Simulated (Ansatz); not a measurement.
Consider the following.

VN:
```yaml
crystal:
  lattice:
    - [4.11623, 0.00000, 0.00000]
    - [0.00000, 4.11623, 0.00000]
    - [0.00000, 0.00000, 4.11623]
  atoms:
    - { symbol: V, position: [0.23142, 0.23142, 0.23142] }
    - { symbol: V, position: [0.76858, 0.76858, 0.23142] }
    - { symbol: V, position: [0.23142, 0.76858, 0.76858] }
    - { symbol: V, position: [0.76858, 0.23142, 0.76858] }
    - { symbol: N, position: [0.25980, 0.25980, 0.74020] }
    - { symbol: N, position: [0.74020, 0.74020, 0.74020] }
    - { symbol: N, position: [0.25980, 0.74020, 0.25980] }
    - { symbol: N, position: [0.74020, 0.25980, 0.25980] }
```

This is the PBE-relaxed structure.

Problem. All from PBE (plane waves, PAW; program Ansatz), unless another level is named. Estimate the electronic character.

Solution. metallic (no gap).

Problem. What about the formation energy from the elements (no fitted shifts)?

Solution. -0.98 eV/atom.

Problem. And the density of states at the Fermi level?

Solution. 0.64 states/eV per atom (mean over ±0.08 eV).

Space group P-43m. The start of the workflow was typed in or built on a structure type; neither database checked (COD, Materials Project) lists it. It is not the phase usual at ambient conditions (space group No. 225). Symmetry was held in the PBE relaxation; its stability against distortions is not shown here. The workflow began spin-polarised and lost its moments. The references are the lowest solids computed at this level, not always the standard phases (solids in place of the gases).

Potentials: the later of the program's two PAW sets.
